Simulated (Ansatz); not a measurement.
An ordered 8-atom cell of Ga4P3N on the zincblende lattice (P-43m), relaxed with r2SCAN. It is cubic, P-43m (No. 215); a = 5.214 Å in the conventional setting, 17.72 Å³ an atom. N is surrounded by 4 Ga at 2.06 Å; Ga is surrounded by 1 N at 2.06 Å and 3 P at 2.33 Å; P is surrounded by 4 Ga at 2.33 Å.

```
N Ga P
1.0
     5.21397    0.00000    0.00000
     0.00000    5.21397    0.00000
     0.00000    0.00000    5.21397
N Ga P
1 4 3
Direct
  0.00000 0.00000 0.00000
  0.77226 0.77226 0.77226
  0.22774 0.22774 0.77226
  0.22774 0.77226 0.22774
  0.77226 0.22774 0.22774
  0.50000 0.50000 0.00000
  0.50000 0.00000 0.50000
  0.00000 0.50000 0.50000
```

The questions ask for values computed with the plane-wave code Ansatz on this geometry. These are computed values for a non-magnetic cell that may be hypothetical; none is a measurement.

Given (6×6×6 mesh): r2SCAN gives an indirect gap of 0.12 eV, from Γ to R; the least direct gap is 0.45 eV at R.

Question: How does the gap change from r2SCAN to PBE (6×6×6)?

Answer: PBE gives no gap: the lowest nominally empty band dips 0.11 eV below the top of the last filled one (its bottom at R, the top at Γ), so the cell is a metal or semimetal at this level.

Question: What does PBE+SOC give for the gap (6×6×6 mesh)?

Answer: PBE+SOC gives no gap: the lowest nominally empty band dips 0.13 eV below the top of the last filled one (its bottom at R, the top at Γ), so the cell is a metal or semimetal at this level. Spin-orbit coupling itself accounts for -0.02 eV.

Question: How does the gap change from r2SCAN to HSE06 (4×4×4)?

Answer: The HSE06 gap is indirect, 0.64 eV (Γ to R), below the direct gap of 1.00 eV at R. The gap differs by +0.52 eV from r2SCAN's.

Only the levels marked +SOC include spin-orbit coupling.

The meshes of the hybrids are coarse, so their gaps aren't converged to the digits shown.
